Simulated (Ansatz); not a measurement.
Level: PBE, no spin polarisation; 420 eV; 8×8×4 Γ-centred mesh; gaussian occupations (width 0.2323 eV); Ansatz 0.2.0, fixed geometry.

Computed maps in the lattice plane spanned by a (left to right, 4.22 Å, 13 points from zero) and b (bottom to top, 4.22 Å, 13 points from zero), 90° apart, at height 0.000 along c. The fields are smooth PAW ones with compensation charges, not the true ones near nuclei.

Valence density. Digits on a logarithmic scale: 0 up to 0.03 e/Å³, each further digit a factor of 1.6, 9 from 1.3 e/Å³ up:
```
5799986544444
6999997544444
6999998544444
6999998544444
5899996544444
5678865555555
5555555568876
5444445699998
6444445899999
6444445899999
6444445799999
5444445689997
5566655556665
```

ELF. Ten even steps from '0' (0.18) to '9' (0.90):
```
0023210000000
0246530011110
0369841011110
0258741011110
0134420011110
0001100000000
0000000001100
0011110024431
0011110147852
0011110148963
0011110035642
0000000012320
0000000000000
```

Task: The cell is CdSbRhF. Which atoms lie within 0.2 Å of this plane, and where (fractions of a and b)?

Result: Cd at (0.25, 0.75), Cd at (0.75, 0.25). The whole cell:
```
Rh Cd Sb F
1.0
     4.21815    0.00000    0.00000
     0.00000    4.21815    0.00000
     0.00000    0.00000    8.97204
Rh Cd Sb F
2 2 2 2
Direct
  0.25000 0.25000 0.35865
  0.75000 0.75000 0.64135
  0.25000 0.75000 0.00000
  0.75000 0.25000 0.00000
  0.25000 0.25000 0.81486
  0.75000 0.75000 0.18514
  0.25000 0.75000 0.50000
  0.75000 0.25000 0.50000
```

Origin: a known structure type with other elements, at an estimated volume, so it need not be a known compound. Caveats: many states at the Fermi level without spin polarisation, so a magnetic state may lie lower; atoms or cell far from equilibrium; wide smearing.
